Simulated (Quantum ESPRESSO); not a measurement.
**Band energies of KBr**

```xyz
2
Lattice="0.0000 3.1854 3.1854 3.1854 0.0000 3.1854 3.1854 3.1854 0.0000" Properties=species:S:1:pos:R:3 pbc="T T T"
K      0.0000     0.0000     0.0000
Br     3.1854     3.1854     3.1854
```

norm-conserving LDA (Quantum ESPRESSO, 72 Ry, no spin-orbit coupling); path ΓXWKΓLUWLK,UX; energies in eV from the valence-band maximum.

```
k (1/Å)  point  band 4  band 5  band 6  band 7  band 8  band 9  band 10  band 11
-------  -----  ------  ------  ------  ------  ------  ------  -------  -------
0.00         Γ  -10.94  -10.94    0.00    0.00    0.00    4.32     7.35     7.35
0.44            -10.97  -10.84   -0.82   -0.17   -0.17    5.69     6.31     8.68
0.99         X  -11.00  -11.00   -0.96   -0.33   -0.33    5.42     7.26     9.36
1.48         W  -11.05  -10.83   -0.71   -0.71   -0.69    7.20     7.20     8.38
1.60            -11.03  -10.84   -0.77   -0.75   -0.56    6.73     7.73     8.35
1.83         K  -10.98  -10.87   -0.83   -0.80   -0.42    6.29     8.33     8.48
2.14            -10.95  -10.74   -1.16   -0.53   -0.44    7.03     7.37     8.74
2.56            -10.94  -10.85   -0.54   -0.16   -0.12    5.20     7.08     7.67
2.87         Γ  -10.94  -10.94    0.00    0.00    0.00    4.32     7.35     7.35
3.09            -10.94  -10.90   -0.29   -0.07   -0.07    4.78     7.25     7.56
3.62            -10.95  -10.66   -1.44   -0.44   -0.44    6.42     8.21     9.47
3.73         L  -10.95  -10.65   -1.48   -0.45   -0.45    6.47     8.31     9.78
4.13            -10.97  -10.79   -1.12   -0.65   -0.44    6.74     7.90     8.95
4.33         U  -10.98  -10.87   -0.83   -0.80   -0.42    6.29     8.33     8.48
4.56            -11.03  -10.84   -0.77   -0.75   -0.56    6.73     7.73     8.35
4.68         W  -11.05  -10.83   -0.71   -0.71   -0.69    7.20     7.20     8.38
5.08            -10.97  -10.73   -1.27   -0.56   -0.46    6.80     7.83     9.25
5.38         L  -10.95  -10.65   -1.48   -0.45   -0.45    6.47     8.31     9.78
5.55            -10.95  -10.68   -1.41   -0.49   -0.45    6.60     8.14     9.55
5.98         K  -10.98  -10.87   -0.83   -0.80   -0.42    6.29     8.33     8.48
5.98         U  -10.98  -10.87   -0.83   -0.80   -0.42    6.29     8.33     8.48
6.33         X  -11.00  -11.00   -0.96   -0.33   -0.33    5.42     7.26     9.36
```

The LDA gap is direct, 4.32 eV at Γ.

Spin-orbit splittings are left out.

Geometry relaxed with LDA.
